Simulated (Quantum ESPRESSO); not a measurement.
# Moving one atom in Hf2InScTi3W

These are calculations, not measurements. They come from Quantum ESPRESSO 7.5, a public plane-wave density functional program. Each row is one single-point run on a made-up periodic cell of eight metal atoms, with elements, volume, strain and displacements drawn at random and not relaxed, so a cell may be unstable or far from any real phase. There is no spin polarisation or spin-orbit coupling.

Settings: PBE unless stated; PseudoDojo standard norm-conserving files; Fermi-Dirac width 0.25 eV, which means electrons at about 2900 K; cutoff 1143 eV; 8 x 4 x 3 k mesh shifted half a step off Gamma. E is the free energy of the whole cell (internal energy minus TS), so a -TS column is already part of it. Stress is positive in tension, and the pressure P is minus a third of its trace.

Checks: one run of this series was repeated at a higher cutoff and on a denser mesh, which moved values by no more than 0.002 eV, 0.02 GPa and 0.007 eV/Å, and a second program with other atomic files agreed on it to 2 % rms in force and 0.5 GPa in pressure. Known limits: heavy elements are run without spin-orbit coupling, which real alloys of them have; a spin test at this wide smearing found no moment, but such smearing suppresses magnetism that the real alloy may have.

The lattice is hexagonal close-packed, and the cell vectors in Å are (-2.928, -0.049, -0.031); (0.034, 5.143, -4.786); (-0.137, -5.245, -4.893), a volume of 147.12 Å³. The elements on sites 1 to 8 are In W Sc Ti Ti Hf Ti Hf. The runs move the Ti atom on site 5 by u along x from its drawn, already displaced place and keep all else fixed. Forces are on that atom, and E is counted from run 5.

| run | u (Å) | Fx (eV/Å) | Fy (eV/Å) | Fz (eV/Å) | P (GPa) | E (meV) |
|---|---|---|---|---|---|---|
| 1 | -0.1310 | 0.143 | -0.002 | -0.855 | 11.09 | -1.0 |
| 2 | -0.0684 | 0.007 | 0.014 | -0.833 | 11.08 | -5.7 |
| 3 | -0.0526 | -0.026 | 0.017 | -0.828 | 11.08 | -5.5 |
| 4 | -0.0122 | -0.110 | 0.024 | -0.820 | 11.09 | -2.8 |
| 5 | 0.0089 | -0.153 | 0.026 | -0.817 | 11.10 | 0.0 |
| 6 | 0.0439 | ? | ? | ? | ? | ? |
| 7 | 0.1388 | -0.410 | 0.026 | -0.818 | 11.18 | 36.7 |

## Worked fit

A parabola through the runs shown gives Fx = -0.135 - 2.05 u + 0.5 u² eV/Å, with an error of 0.00 on the linear term and a scatter of 0.000 eV/Å. Minus its integral from run 1 to run 7 is 38 meV, and the table's energies differ by 38 meV.

## Withheld run

Question: what Fx should run 6 give?

The fit gives -0.224 ± 0.001 eV/Å. The calculation gave -0.223 eV/Å.
